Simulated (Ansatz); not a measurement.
PbS:
```yaml
crystal:
  lattice:
    - [0.00000, 3.30079, 3.30079]
    - [3.30079, 0.00000, 3.30079]
    - [3.30079, 3.30079, 0.00000]
  atoms:
    - { symbol: S, position: [0.25000, 0.25000, 0.25000] }
    - { symbol: Pb, position: [0.00000, 0.00000, 0.00000] }
```

r²SCAN (plane waves, PAW; program Ansatz) gives a gap of 0.95 eV without spin–orbit coupling, maximum at W, minimum at X.

**Question.** What happens when spin–orbit coupling is switched on?

**Answer.** The gap shrinks by 0.11 eV, to 0.84 eV; maximum at W, minimum on the W–X line, 92 % of the way from W.

Space group F-43m (zinc blende). The start of the workflow was typed in or built on a structure type; neither database checked (COD, Materials Project) lists it. It is not the phase usual at ambient conditions (space group No. 225). The r²SCAN relaxation kept the symmetry of its start. At this level the phase is mechanically unstable.

Potentials: the later of the program's two PAW sets.
